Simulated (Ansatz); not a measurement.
The relaxed structure here is a generated cell of Cs2P3: the first start was made by placing the elements on the sites of a structure type, and the end was not matched to a known phase here, so it may be hypothetical.

One stationary structure of Cs2P3. Space group C2/m (No. 12). Method: r2SCAN (plane waves to 500 eV, PAW, scalar-relativistic; Ansatz, an electronic-structure program).

```cif
data_Cs4P6
_chemical_formula_sum 'P6 Cs4'
_space_group_name_H-M_alt 'P 1'
_space_group_IT_number 1
_cell_length_a 8.25473
_cell_length_b 8.25473
_cell_length_c 9.35942
_cell_angle_alpha 95.147
_cell_angle_beta 95.147
_cell_angle_gamma 37.417
loop_
_space_group_symop_operation_xyz
  'x, y, z'
loop_
_atom_site_label
_atom_site_type_symbol
_atom_site_fract_x
_atom_site_fract_y
_atom_site_fract_z
_atom_site_occupancy
P1 P 0.46764 0.46764 0.39091 1
P2 P 0.32435 0.32435 0.77957 1
P3 P 0.54393 0.54393 0.21151 1
P4 P 0.53236 0.53236 0.60909 1
P5 P 0.45607 0.45607 0.78849 1
P6 P 0.67565 0.67565 0.22043 1
Cs1 Cs 0.12286 0.12286 0.93210 1
Cs2 Cs 0.14655 0.14655 0.46132 1
Cs3 Cs 0.87714 0.87714 0.06790 1
Cs4 Cs 0.85345 0.85345 0.53868 1
```

```yaml
volume_per_atom: 38.58 Å³
band_gap: 0.27 eV, direct at L2 (no spin-orbit coupling)
shortest_distances: P–P 2.05 Å; Cs–P 3.53 Å
k-mesh: 7×7×4
```

Band energies at high-symmetry points (eV from the VBM; labels of this space group; no spin-orbit coupling), from −5 eV up to 3.4 eV:

```
point                                                                                                   energies
-----  ---------------------------------------------------------------------------------------------------------
Γ           -4.31 -3.80 -3.27 -3.13 -2.91 -2.52 -1.97 -1.45 -0.68 -0.38 -0.33 0.91 1.71 2.27 2.69 2.87 3.03 3.05
C                     -4.35 -3.63 -3.56 -2.94 -2.92 -2.56 -1.79 -1.52 -1.09 -0.61 -0.29 0.40 1.41 2.79 3.07 3.18
C2                    -4.35 -3.63 -3.56 -2.94 -2.92 -2.56 -1.79 -1.52 -1.09 -0.61 -0.29 0.40 1.41 2.79 3.07 3.18
Y2               -4.34 -3.90 -3.28 -2.98 -2.94 -2.49 -1.90 -1.55 -0.72 -0.39 -0.32 0.75 1.60 2.10 2.24 2.64 3.09
M2          -4.27 -4.10 -3.32 -2.86 -2.79 -2.44 -1.88 -1.56 -0.46 -0.45 -0.37 1.10 1.30 1.99 2.36 2.55 3.16 3.19
D                          -4.30 -3.68 -3.52 -3.08 -2.78 -2.63 -1.83 -1.36 -0.86 -0.67 -0.03 0.33 1.36 2.37 2.83
D2                         -4.30 -3.68 -3.52 -3.08 -2.78 -2.63 -1.83 -1.36 -0.86 -0.67 -0.03 0.33 1.36 2.37 2.83
A      -4.33 -4.00 -3.30 -2.97 -2.87 -2.47 -1.90 -1.39 -0.49 -0.48 -0.32 1.10 1.57 2.27 2.61 2.73 3.06 3.30 3.35
```

No spin polarisation in the result.

It was reached from a disturbed copy of a P4/mbm (No. 127) cell, against which it lies -0.68 eV/atom.
